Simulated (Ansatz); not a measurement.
The relaxed structure here is a generated cell of SnS2: the first start was made by placing the elements on the sites of a structure type, and the end was not matched to a known phase here, so it may be hypothetical. Known forms of SnS2 include space group No. 164.

A structure of SnS$_{2}$ relaxed with PBEsol (plane waves to 420 eV, PAW, scalar-relativistic; Ansatz, a program for electronic structure); single points at other levels follow on the same geometry (Ansatz, PAW; HSE06 at 420 eV on a 4×4×6 k-mesh; no spin-orbit coupling). Space group Pnnm (No. 58).

```yaml
crystal:
  lattice:
    - [5.80418, 0.00000, 0.00000]
    - [0.00000, 6.18840, 0.00000]
    - [0.00000, 0.00000, 3.73976]
  atoms:
    - { symbol: Sn, position: [0.50000, 0.50000, 0.50000] }
    - { symbol: Sn, position: [0.00000, 0.00000, 0.00000] }
    - { symbol: S, position: [0.74945, 0.85843, 0.50000] }
    - { symbol: S, position: [0.24945, 0.64157, 0.00000] }
    - { symbol: S, position: [0.75055, 0.35843, 0.00000] }
    - { symbol: S, position: [0.25055, 0.14157, 0.50000] }
```

| level | gap (eV) | kind | conduction minimum |
|---|---|---|---|
| PBEsol | 0.35 | direct | Γ |
| HSE06 | 0.93 | – | Γ |

HSE06 gaps come from a coarse mesh plus a few chosen points, so they may be too large. No spin polarisation in the result.

The run could not lose the symmetry of its start, so the end can be a saddle point.
